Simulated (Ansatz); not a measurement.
Given:

BaTiO3:
```
BaTiO3
1.0
    2.84031     1.63986     2.33133
   -2.84031     1.63986     2.33133
    0.00000    -3.27971     2.33133
Ba Ti O
1 1 3
Direct
  0.00124   0.00124   0.00124
  0.51468   0.51468   0.51468
  0.48825   0.97868   0.48825
  0.48825   0.48825   0.97868
  0.97868   0.48825   0.48825
```

This is the r²SCAN-relaxed structure. Cartesian axes are those of the cell as given.

Q: All from DFT-r²SCAN in the program Ansatz with PAW potentials, unless another level is named. Predict the bulk modulus (Birch–Murnaghan fit).

A: 116 GPa.

Q: And the piezoelectric stress constants (proper, relaxed ions, C/m²)?

A: e15 = e24 = 4.30, e16 = e21 = 2.11, e22 = -2.11, e31 = e32 = 2.23, e33 = 3.48.

Q: Predict the highest zone-centre frequency (without LO–TO term).

A: 540 cm⁻¹.

Space group R3m. This is a known low-temperature phase of the composition, computed here at zero pressure and temperature. Symmetry was held in the r²SCAN relaxation; of distortions, only those at the zone centre were tested. The run is not spin-polarised. Spin–orbit coupling is left out wherever it is not named.

Potentials: the earlier of the program's two PAW sets.
